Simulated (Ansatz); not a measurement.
## SiC with nitrogen replacing Si: do the settings matter for the field gradients?

This input was run with Ansatz:

```yaml
crystal:
  lattice:
    - [0.0, 6.537, 6.537]
    - [6.537, 0.0, 6.537]
    - [6.537, 6.537, 0.0]
  atoms:
    - { symbol: "N", position: [0.0, 0.0, 0.0] }
    - { symbol: Si, position: [0.0, 0.0, 0.3333333333] }
    - { symbol: Si, position: [0.0, 0.0, 0.6666666667] }
    - { symbol: Si, position: [0.0, 0.3333333333, 0.0] }
    - { symbol: Si, position: [0.0, 0.3333333333, 0.3333333333] }
    - { symbol: Si, position: [0.0, 0.3333333333, 0.6666666667] }
    - { symbol: Si, position: [0.0, 0.6666666667, 0.0] }
    - { symbol: Si, position: [0.0, 0.6666666667, 0.3333333333] }
    - { symbol: Si, position: [0.0, 0.6666666667, 0.6666666667] }
    - { symbol: Si, position: [0.3333333333, 0.0, 0.0] }
    - { symbol: Si, position: [0.3333333333, 0.0, 0.3333333333] }
    - { symbol: Si, position: [0.3333333333, 0.0, 0.6666666667] }
    - { symbol: Si, position: [0.3333333333, 0.3333333333, 0.0] }
    - { symbol: Si, position: [0.3333333333, 0.3333333333, 0.3333333333] }
    - { symbol: Si, position: [0.3333333333, 0.3333333333, 0.6666666667] }
    - { symbol: Si, position: [0.3333333333, 0.6666666667, 0.0] }
    - { symbol: Si, position: [0.3333333333, 0.6666666667, 0.3333333333] }
    - { symbol: Si, position: [0.3333333333, 0.6666666667, 0.6666666667] }
    - { symbol: Si, position: [0.6666666667, 0.0, 0.0] }
    - { symbol: Si, position: [0.6666666667, 0.0, 0.3333333333] }
    - { symbol: Si, position: [0.6666666667, 0.0, 0.6666666667] }
    - { symbol: Si, position: [0.6666666667, 0.3333333333, 0.0] }
    - { symbol: Si, position: [0.6666666667, 0.3333333333, 0.3333333333] }
    - { symbol: Si, position: [0.6666666667, 0.3333333333, 0.6666666667] }
    - { symbol: Si, position: [0.6666666667, 0.6666666667, 0.0] }
    - { symbol: Si, position: [0.6666666667, 0.6666666667, 0.3333333333] }
    - { symbol: Si, position: [0.6666666667, 0.6666666667, 0.6666666667] }
    - { symbol: C, position: [0.0833333333, 0.0833333333, 0.0833333333] }
    - { symbol: C, position: [0.0833333333, 0.0833333333, 0.4166666667] }
    - { symbol: C, position: [0.0833333333, 0.0833333333, 0.75] }
    - { symbol: C, position: [0.0833333333, 0.4166666667, 0.0833333333] }
    - { symbol: C, position: [0.0833333333, 0.4166666667, 0.4166666667] }
    - { symbol: C, position: [0.0833333333, 0.4166666667, 0.75] }
    - { symbol: C, position: [0.0833333333, 0.75, 0.0833333333] }
    - { symbol: C, position: [0.0833333333, 0.75, 0.4166666667] }
    - { symbol: C, position: [0.0833333333, 0.75, 0.75] }
    - { symbol: C, position: [0.4166666667, 0.0833333333, 0.0833333333] }
    - { symbol: C, position: [0.4166666667, 0.0833333333, 0.4166666667] }
    - { symbol: C, position: [0.4166666667, 0.0833333333, 0.75] }
    - { symbol: C, position: [0.4166666667, 0.4166666667, 0.0833333333] }
    - { symbol: C, position: [0.4166666667, 0.4166666667, 0.4166666667] }
    - { symbol: C, position: [0.4166666667, 0.4166666667, 0.75] }
    - { symbol: C, position: [0.4166666667, 0.75, 0.0833333333] }
    - { symbol: C, position: [0.4166666667, 0.75, 0.4166666667] }
    - { symbol: C, position: [0.4166666667, 0.75, 0.75] }
    - { symbol: C, position: [0.75, 0.0833333333, 0.0833333333] }
    - { symbol: C, position: [0.75, 0.0833333333, 0.4166666667] }
    - { symbol: C, position: [0.75, 0.0833333333, 0.75] }
    - { symbol: C, position: [0.75, 0.4166666667, 0.0833333333] }
    - { symbol: C, position: [0.75, 0.4166666667, 0.4166666667] }
    - { symbol: C, position: [0.75, 0.4166666667, 0.75] }
    - { symbol: C, position: [0.75, 0.75, 0.0833333333] }
    - { symbol: C, position: [0.75, 0.75, 0.4166666667] }
    - { symbol: C, position: [0.75, 0.75, 0.75] }
total_charge: 0
kpoints:
  mp_grid: { grid: [3, 3, 3] }
scf:
  occupations: { method: fermi_dirac, width: 0.01 }
hamiltonian:
  xc: pbe
  pseudopotentials: { kind: paw }
output:
  forces: true
  stress: true
  populations: true
  efg:
    quadrupole_moments_barn: { "N": 0.02044 }
    contact_densities: true
  write_density: true
  write_potential: true
  elf: true
  volumetric_format: npy
```

It converged. Of its output the block on the nuclei alone is shown, without the SCF iterations, energies, forces and stress (one atom of each set):

```
--- PAW observables at the nuclei: V_zz in 10²¹ V/m², potentials from the cell's mean, atoms counted from 1 ---
  atom   1  N  V_zz =    +0.000000   η = 0.0000   by run symmetry: forbidden   C_q = +0.0000 MHz
            electrostatic potential = -514.628866 V   contact ρ = 1425.293341 e/Å³
  atom   2  Si V_zz =    +0.109869   η = 0.9472   by run symmetry: allowed
            electrostatic potential = -1361.963931 V   contact ρ = 12806.982738 e/Å³
  atom   5  Si V_zz =    -0.110481   η = 0.0000   by run symmetry: allowed
            electrostatic potential = -1361.878483 V   contact ρ = 12806.997416 e/Å³
  atom   9  Si V_zz =    -0.041758   η = 0.0000   by run symmetry: allowed
            electrostatic potential = -1361.986827 V   contact ρ = 12806.957452 e/Å³
  atom  15  Si V_zz =    -0.059174   η = 0.7096   by run symmetry: allowed
            electrostatic potential = -1361.956186 V   contact ρ = 12806.958058 e/Å³
  atom  28  C  V_zz =    +4.763116   η = 0.0000   by run symmetry: allowed
            electrostatic potential = -417.414533 V   contact ρ = 867.945898 e/Å³
  atom  29  C  V_zz =    +0.305041   η = 0.0172   by run symmetry: allowed
            electrostatic potential = -418.316923 V   contact ρ = 867.015328 e/Å³
  atom  33  C  V_zz =    +0.027459   η = 0.2366   by run symmetry: allowed
            electrostatic potential = -418.462243 V   contact ρ = 866.906691 e/Å³
  atom  41  C  V_zz =    +0.037404   η = 0.0000   by run symmetry: allowed
            electrostatic potential = -418.428333 V   contact ρ = 866.899024 e/Å³
  atom  54  C  V_zz =    -0.000000   η = 0.0000   by run symmetry: forbidden
            electrostatic potential = -418.488237 V   contact ρ = 866.927386 e/Å³
```

**Question.** Can these gradients be trusted, and how do they compare with a run on standard settings?

**Answer.** Only as results of these settings. Against the standard input the change is `total_charge`: 1 → 0. A site carries the number of its first atom; V_zz in 10²¹ V/m².

| site | atom | V_zz standard | η standard | V_zz here | η here |
| --- | --- | --- | --- | --- | --- |
| N | 1 | 0.00 | – | 0.00 | – |
| Si2 | 2 | 0.42 | 0.98 | 0.11 | 0.95 |
| Si5 | 5 | -0.29 | 0.00 | -0.11 | 0.00 |
| Si9 | 9 | -0.15 | 0.00 | -0.042 | 0.00 |
| Si15 | 15 | -0.052 | 0.57 | -0.059 | 0.71 |
| C28 | 28 | 6.58 | 0.00 | 4.76 | 0.00 |
| C29 | 29 | 0.60 | 0.20 | 0.31 | 0.02 |
| C33 | 33 | -0.12 | 0.01 | 0.027 | 0.24 |
| C41 | 41 | 0.047 | 0.00 | 0.037 | 0.00 |

The largest change of V_zz along a kept axis is on C28, from 6.58 to 4.76. In per cent, |V_zz| changes by -28 on C (all sites that start above 2). Where |V_zz| stays above 0.1 and the axes keep their order, η moves most on C29, from 0.20 to 0.02. On Si2, C33, Si15 the largest principal value lies along another axis in the second run, so the two V_zz can't be compared directly. Other sites without a gradient aren't listed. The changed cell is neutral, so it isn't the same charge state. It has an odd number of electrons and no spin polarisation, so the extra carrier is shared by both spins and spread out, where a real one carries spin and can localise. The gap no longer holds the Fermi energy in the changed run, so its gradients also hang on the k-mesh and the smearing. SCF iterations: 7 and 6.

On the reference run: The defect repeats with the cell of 54 atoms, so it feels its images: sites between two images don't show the values beside a lone defect, and zeros or small values of η there can come from the images' arrangement. A uniform background compensates the cell's charge. With a gap of 0.2 eV on this mesh, small gradients can still move by 0.1 × 10²¹ V/m² or more as the k-mesh gets denser. The neighbours have not yet relaxed around the defect (largest force 1.7 eV/Å), so a real crystal will differ.
